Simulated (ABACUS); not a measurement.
Set-up for a self-consistent single point of CsPbCl3 (P1, 5 atoms in the cell; from Materials Project mp-675022, changed as shown).

```xyz
5
Lattice="4.0032 2.3112 3.2956 -4.0032 2.3112 3.2956 0.0000 -4.6224 3.2956" Properties=species:S:1:pos:R:3 pbc="T T T"
Cs    -0.0209     0.0043     4.9447
Pb     0.0033    -0.0264     0.0186
Cl     1.9241    -3.3588     4.9217
Cl     1.9265     3.3558     5.0060
Cl    -3.8331     0.0251     4.8823
```

Method: PBEsol, numerical atomic orbitals TZDP (confined pseudo-atomic orbitals with Gaussian additions; energy shift 0.003 Ry), PseudoDojo 0.4 standard norm-conserving PBEsol (tails mended) pseudopotentials (ABACUS 3.10.1).

ABACUS settings:

| key | value |
|---|---|
| basis | TZDP numerical atomic orbitals, energy shift 0.003 Ry |
| KPT | Gamma 6 6 6 0 0 0 |
| basis_type | lcao |
| ecutwfc | 100 Ry |
| smearing_method | fd |
| smearing_sigma | 0.00146997 Ry |
| potentials | PseudoDojo 0.4 standard norm-conserving PBEsol (tails mended) |
| symmetry | 1 |
| ks_solver | genelpa |
| scf_nmax | 100 |
| scf_thr | 1.0e-07 |
| mixing_type | pulay |

Estimate, at this level of theory: gap on the k-point mesh, pressure and largest force (vector length).

The run gave:

- Gap on the k-point mesh: 2.04 eV
- Pressure: -0.72 GPa
- Largest force (vector length): 0.165 eV/Å

The gap is read on the k-point mesh of the run and can differ from the gap over the whole zone at this level.

For comparison: a first run was changed to give this one (atoms moved at random), and from it to this one the free energy rises by 1.9 meV/atom, the pressure hardly changes (-0.81 to -0.72 GPa) and the gap on the mesh moves little (2.041 to 2.043 eV).

Spin-orbit coupling is left out, which matters for bands and gaps with elements this heavy. The atom-centred basis is finite, which shifts total energies, pressures, gaps and forces against plane waves. The structure comes from a collection of computed structures, made at another level of theory; the collection holds predicted forms beside known ones.

Cost on one core: around 50 core-seconds (rough).

The atomic orbitals were generated for these runs; they are not ABACUS's published sets and were checked against plane waves on a few crystals only.

“Tails mended”: in these copies of the files the far tail of each local potential was reset to the Coulomb form.
